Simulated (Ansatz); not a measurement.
ZnCu₂SnS₄ (kesterite type, space group I-4)

```
ZnCu2SnS4
1.0
   -2.73416     2.73416     5.46742
    2.73416    -2.73416     5.46742
    2.73416     2.73416    -5.46742
Cu Zn Sn S
2 1 1 4
Direct
  0.00000   0.00000   0.00000
  0.75000   0.25000   0.50000
  0.25000   0.75000   0.50000
  0.50000   0.50000   0.00000
  0.63688   0.62894   0.52462
  0.10432   0.11226   0.47538
  0.37106   0.89568   0.00794
  0.88774   0.36312   0.99206
```

The slice is a (100) plane (indices of the conventional cell) through the point (0.750, 0.250, 0.500) (fractional), spanned by u = [101] and v = [110] in vectors of this cell: u (5.47 Å) and v (10.93 Å, at 90° to u). It covers one period; positions are fractions (u, v).

Level of theory: PBE (plane waves to 420 eV, PAW, scalar-relativistic; Ansatz, a first-principles code). k mesh 9×9×9. Inside the PAW spheres the values are not all-electron values, and peaks at nuclei hang on which shells count as valence. At this level the bands of ZnCu2SnS4 touch or barely overlap; measurements give the solid a gap. ZnCu2SnS4 is run without spin polarisation. ZnCu2SnS4 was relaxed with its symmetry unable to fall.

Q: Sketch the valence electron density on this plane as a map.

A: 
```
v \ u  0.00  0.08  0.17  0.25  0.33  0.42  0.50  0.58  0.67  0.75  0.83  0.92
-----  ----  ----  ----  ----  ----  ----  ----  ----  ----  ----  ----  ----
0.88   -0.9  -0.9  -0.8  -0.7  -0.7  -0.9  -0.9  -0.9  -0.7  -0.7  -0.8  -0.9
0.75   -1.8  -1.6  -1.3  -1.0  -0.3   1.1   1.8   1.1  -0.3  -1.0  -1.3  -1.6
0.62   -1.0  -0.9  -0.8  -0.7  -0.8  -0.9  -0.9  -0.9  -0.8  -0.7  -0.8  -0.9
0.50    1.7   0.8  -0.4  -1.0  -1.3  -1.6  -1.8  -1.6  -1.3  -1.0  -0.4   0.8
0.38   -1.0  -1.0  -0.9  -0.8  -0.8  -0.8  -0.8  -0.8  -0.8  -0.8  -0.9  -1.0
0.25   -1.8  -1.7  -1.3  -0.8  -0.2   0.8   1.2   0.8  -0.2  -0.8  -1.3  -1.7
0.12   -0.9  -0.9  -0.8  -0.8  -0.8  -0.8  -0.8  -0.8  -0.8  -0.8  -0.8  -0.9
0.00    1.8   1.1  -0.3  -0.9  -1.3  -1.6  -1.8  -1.6  -1.3  -0.9  -0.3   1.1
```

Values: log₁₀ of the valence density in e/Å³. The scale is logarithmic, as a density can span decades between atoms and voids.
